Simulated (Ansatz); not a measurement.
With the program Ansatz at the r²SCAN level (PAW), AlB₂Ru₂ in the orthorhombic phase (Cmmm; Al on 2a, Ru on 4j, B on 4i) relaxes to a = 2.932 Å, b = 12.744 Å, c = 2.812 Å. Its formation energy from the elements is -0.38 eV/atom, with no fitted shifts.

Electronic character: metallic (no gap).

An equation-of-state fit gives a bulk modulus of 2390 kbar. Bader charges are Al +1.94, Ru -0.80, B -0.16 e.

The start of the workflow was typed in or built on a structure type; neither database checked (COD, Materials Project) lists it. Its standing as an ambient phase is unchecked. The r²SCAN relaxation kept the symmetry of its start; its stability against distortions is not shown here. No spin polarisation was allowed. The volume moved by 17 % from the start of the relaxation. The references are the lowest solids computed at this level, not always the standard phases. Scalar-relativistic: spin–orbit coupling is off unless named, which matters more the heavier the elements.

Potentials: the later of the program's two PAW sets.
